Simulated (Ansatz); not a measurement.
Generalised stacking fault of CaF2 (fluorite) on the {100} plane. The cell below holds the perfect crystal with the plane normal along z; tilting its third vector by the shift puts one fault into each cell, between planes 1.36 Å apart, at fixed cell height.

```xyz
9
Lattice="3.8329 0.0000 0.0000 0.0000 3.8329 0.0000 1.9165 1.9165 8.1309" Properties=species:S:1:pos:R:3 pbc="T T T"
Ca     1.7568     1.7568     7.4533
Ca     1.7568     1.7568     2.0327
Ca     3.6732     3.6732     4.7430
F      3.6732     1.7568     0.6776
F      1.7568     3.6732     3.3879
F      3.6732     1.7568     6.0982
F      1.7568     3.6732     0.6776
F      3.6732     1.7568     3.3879
F      1.7568     3.6732     6.0982
```

In-plane vectors a = (3.833, 0.000) Å, b = (0.000, 3.833) Å, area 14.69 Å². The shift is s times the vector a (length 3.833 Å), so s = 1 restores the start. Atoms relax along the normal only. γ = [E(shift) − E(0)] / area.

Computed with PBEsol (plane waves to 420 eV, PAW, scalar-relativistic; Ansatz, a quantum-chemistry and plane-wave program). k mesh 8×8×8 (Γ-centred), Fermi-Dirac smearing 0.05 eV. Energies are extrapolated to zero smearing. Some relaxations began with atoms very close together and may have settled on another branch. Faults lie only 8.1 Å apart, and holding the cell height raises γ above its relaxed value. CaF2 was relaxed with its symmetry unable to fall. The zero of γ is zero shift.

| s | γ (mJ/m²) |
|---|---|
| 0.000 | 0 |
| 0.083 | 119 |
| 0.167 | 372 |
| 0.250 | 669 |
| 0.333 | withheld |
| 0.417 | 1165 |
| 0.500 | 1242 |
| 0.583 | 1165 |
| 0.667 | withheld |
| 0.750 | 669 |
| 0.833 | 372 |
| 0.917 | 119 |

Q: Fit a Fourier form (three harmonics of 1 − cos and sin) to the given rows and predict γ at s = 0.667.

A: Least squares on the 10 given rows: γ = (606.0)·[1 − cos(2πs)] + (23.1)·[1 − cos(4πs)] + (18.2)·[1 − cos(6πs)], in mJ/m²; root-mean-square residual 4.7 mJ/m². At 0.667 the fit gives 944 mJ/m²; the calculation gives 955 mJ/m², so the interpolation is off by -11 (-1.2 %). 

(The slope of γ gives the shear force per area between the displaced halves; near zero shift its curvature is an elastic stiffness.)
